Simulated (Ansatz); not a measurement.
**Convergence test, VN2**

Level of theory: DFT PBE, scalar-relativistic, plane waves, PAW in Ansatz.

```
V N
1.0
    -2.15075    2.15075    2.49135
     2.15075   -2.15075    2.49135
     2.15075    2.15075   -2.49135
V N
2 4
Direct
  0.25000 0.25000 0.00000
  0.75000 0.75000 0.00000
  0.11510 0.61510 0.73020
  0.61510 0.88490 0.50000
  0.88490 0.38490 0.26980
  0.38490 0.11510 0.50000
```

```
plane-wave cutoff : 420 eV
Γ-centred k-mesh  : 12×12×12
spin treatment    : unpolarised
```

The atoms stay fixed while the occupation rule is varied. ΔE is the energy extrapolated to zero smearing, less that of the reference run (12×12×12 Γ-centred mesh, Gaussian smearing 0.1 eV). The cell isn't necessarily relaxed at this level. Pressure is positive in compression.

```csv
"rule, width (eV)",ΔE (meV/atom),"ΔF, free energy (meV/atom)",P (GPa),largest change of a force component (eV/Å)
Gaussian 0.1,?,?,?,?
Gaussian 0.2,-0.17,-3.07,-0.80,0.002
Gaussian 0.3,-0.30,-7.99,-0.61,0.004
Gaussian 0.5,-0.63,-23.4,-0.05,0.002
Fermi–Dirac 0.02,?,?,?,?
Fermi–Dirac 0.5,1.23,-161,4.38,0.142
Methfessel–Paxton 0.05,0.08,1.17,-0.96,0.003
Methfessel–Paxton 0.1,0.06,1.11,-0.97,0.001
Methfessel–Paxton 0.2,?,?,?,?
Methfessel–Paxton 0.3,?,?,?,?
cold 0.01,0.07,1.16,-0.94,0.002
cold 0.3,-0.59,-1.19,-0.84,0.002
tetrahedron,0.13,1.22,-1.05,0.013
```

Fill in the withheld rows.

The withheld rows:

| rule, width (eV) | ΔE (meV/atom) | ΔF, free energy (meV/atom) | P (GPa) | largest change of a force component (eV/Å) |
| --- | --- | --- | --- | --- |
| Gaussian 0.1 | 0.00 | 0.00 | -0.93 | 0.000 |
| Fermi–Dirac 0.02 | 0.07 | 0.84 | -0.95 | 0.002 |
| Methfessel–Paxton 0.2 | -0.07 | 1.08 | -0.97 | 0.001 |
| Methfessel–Paxton 0.3 | -0.05 | 1.33 | -0.97 | 0.006 |

1 further run of this set didn't finish or converge.